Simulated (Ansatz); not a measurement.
NbCd3, DFT, LDA, PAW with Ansatz's default frozen-core files, scalar-relativistic (Ansatz 0.2.0), run on 1 thread of Arm Neoverse V1 on a shared host.

The cell comes from COD entry 2310296, which wasn't checked; take it as a given geometry. The listed cell was then made from it by scaling, straining or moving an atom.

Command: `ansatz run input.yaml --threads 1 --pin off --max-ram 4096MiB --backend cpu --events-out ev --progress --plain --runs-dir out`

```yaml
crystal:
  lattice:
    - [4.1289554482, 0.0, 0.0]
    - [0.0, 4.1289554482, 0.0]
    - [0.0, 0.0, 4.1289554482]
  atoms:
    - { symbol: Nb, position: [0.0, 0.0, 0.0] }
    - { symbol: Cd, position: [0.0, 0.5, 0.5] }
    - { symbol: Cd, position: [0.5, 0.0, 0.5] }
    - { symbol: Cd, position: [0.5, 0.5, 0.0] }
kpoints:
  mp_grid: { grid: [9, 9, 9] }
scf:
  occupations: { method: fermi_dirac, width: 0.08 }
hamiltonian:
  xc: lda
  pseudopotentials: { kind: paw }
output:
  forces: true
  stress: true
  eigenvalues: true
  efg: { contact_densities: true }
```

**Question.** How large is the problem that the program sets up?

**Answer.** 35 irreducible k-points, 1357 plane waves at Γ, 44 bands.

**Question.** Estimate the wall time and the peak memory.

**Answer.** 8 s of wall time for 7 SCF iterations, with a peak of 0.41 GiB. Times on shared machines scatter by tens of per cent.

**Question.** And the same cell and mesh by crystal-made all-electron datasets, asked for forces, stress, eigenvalues, efg, on the same hardware?

**Answer.** 27 s, peak memory 0.71 GiB.
